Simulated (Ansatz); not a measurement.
# Step by step: BaSn, relaxation of cell and atoms

All numbers below come from DFT, PBEsol, PAW with Ansatz's default frozen-core files, scalar-relativistic (Ansatz 0.2.0).

Command: `ansatz run input.yaml --threads 1 --pin off --max-ram 3072MiB --backend cpu --events-out ev --progress --plain --runs-dir out` The run took 3.6 min on 1 thread of Intel(R) Xeon(R) Processor @ 2.50GHz (Skylake/Cascade Lake), with other jobs on the host, peak memory 0.64 GiB.

```yaml
crystal:
  lattice:
    - [2.655962182, -6.2986315502, 0.0]
    - [2.655962182, 6.2986315502, 0.0]
    - [0.0, 0.0, 4.6675082946]
  atoms:
    - { symbol: Ba, position: [0.13557514, 0.86442486, 0.75] }
    - { symbol: Ba, position: [0.86442486, 0.13557514, 0.25] }
    - { symbol: Sn, position: [0.42794087, 0.57205913, 0.75] }
    - { symbol: Sn, position: [0.57205913, 0.42794087, 0.25] }
kpoints:
  mp_grid: { grid: [7, 7, 7] }
scf:
  occupations: { method: fermi_dirac, width: 0.05 }
hamiltonian:
  xc: pbesol
  pseudopotentials: { kind: paw }
output:
  forces: true
  stress: true
  efg: { contact_densities: true }
  write_density: true
  write_potential: true
  elf: true
  volumetric_format: npy
relax:
  f_tol: 0.005
  max_steps: 80
  cell: {}
```

No spin–orbit coupling, which matters for the heavy atoms here.

The cell is the one relaxed in the Materials Project (mp-872); entries there can be hypothetical. The listed cell was then made from it by scaling, straining or moving an atom.

The cutoff is 420 eV; energies and pressures of the walk include the program's estimate of the Pulay term. The PAW files were made with PBE; their cores are remade for this functional.

Each frame lists the cell vectors (Å), then Cartesian positions (Å) and forces (eV/Å). Free energies count from the first step, -23627.7673 eV.

The walk took 5 evaluations in all; steps that aren't listed are left out.

Step 1: E = 0.0 meV, P = -0.71 GPa

```
cell 2.6560 -6.2986 0.0000 2.6560 6.2986 0.0000 0.0000 0.0000 4.6675
Ba    2.6560    4.5908    3.5006     0.000   0.018   0.000
Ba    2.6560   -4.5908    1.1669     0.000  -0.018   0.000
Sn    2.6560    0.9077    3.5006     0.000   0.058   0.000
Sn    2.6560   -0.9077    1.1669     0.000  -0.058   0.000
```

Step 2: E = -9.2 meV, P = -0.08 GPa

```
cell 2.6303 -6.2653 0.0000 2.6303 6.2653 0.0000 0.0000 0.0000 4.6341
Ba    2.6303    4.5642    3.4756     0.000   0.006   0.000
Ba    2.6303   -4.5642    1.1585     0.000  -0.006   0.000
Sn    2.6303    0.9185    3.4756     0.000  -0.044   0.000
Sn    2.6303   -0.9185    1.1585     0.000   0.044   0.000
```

(1) How does the relaxation end?

## Answers

(1) It converges, with a = 5.254 Å, b = 12.513 Å, c = 4.638 Å, α = 90.00°, β = 90.00°, γ = 90.00° (conventional cell, space group Cmcm). The last solve (on a basis chosen afresh for the final cell, so its energy is not quite comparable) gives E = -9.4 meV, P = 0.00 GPa:
```
cell 2.6269 -6.2567 0.0000 2.6269 6.2567 0.0000 0.0000 0.0000 4.6379
Ba    2.6269    4.5573    3.4784     0.000   0.000   0.000
Ba    2.6269   -4.5573    1.1595     0.000   0.000   0.000
Sn    2.6269    0.9123    3.4784     0.000   0.001   0.000
Sn    2.6269   -0.9123    1.1595     0.000  -0.001   0.000
```
